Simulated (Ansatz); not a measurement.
**What DFT gives for KAsSe6**

```
Se As K
1.0
     4.46377    2.57716    2.92849
    -4.46377    2.57716    2.92849
     0.00000   -5.15432    2.92849
Se As K
6 1 1
Direct
  0.26900 0.26900 0.91800
  0.91800 0.26900 0.26900
  0.26900 0.91800 0.26900
  0.73100 0.73100 0.08200
  0.08200 0.73100 0.73100
  0.73100 0.08200 0.73100
  0.00000 0.00000 0.00000
  0.50000 0.50000 0.50000
```

The numbers come from plane-wave PAW DFT (Ansatz): PBE, no spin polarisation, 420 eV, 5×5×5 Γ-centred k points, cold occupations (width 0.0252 eV). Nothing was relaxed.

Where is the largest force?

The largest is on Se3 (and as large on other atoms): 3.13 eV/Å, components (2.03, -1.17, 2.08). It makes 175° with the line to a nearest neighbour, As7 at 2.25 Å, pointing away from it.

Is it stable against the elements?

0.49 eV an atom against the elements' usual phases (free molecules for gases, crystals otherwise, with no correction for O₂ or N₂), so at this geometry it isn't bound against them. Relaxing would lower it.

Describe some of the short contacts.

Se–As at 2.25 Å: least valence density 0.79 e/Å³ and ELF 0.69 there. K–Se at 3.35 Å: least valence density 0.06 e/Å³ and ELF 0.03 there. These are pseudo-fields; inside the PAW spheres they differ from the all-electron ones.

Which element gives electrons and which takes them?

Bader charges in e: K +0.79, As +1.01, Se -0.30. In the mean As gives up most and Se takes most.

What happens at the Fermi level?

It is a metal, with about 5.5 states/eV a cell as the mean within 0.25 eV of the Fermi level, mostly Se p (97 %).

Is the cell too large or too small?

The pressure is 10.5 GPa (compression positive), so with the atoms held at these fractions the cell would first expand; the forces are large, so a full relaxation may end otherwise. The principal stresses 8.8, 8.8, 14.0 GPa differ, so its shape would change too.

Origin: a known structure type with other elements, at an estimated volume, so it need not be a known compound. Caveats: many states at the Fermi level without spin polarisation, so a magnetic state may lie lower; atoms or cell far from equilibrium.
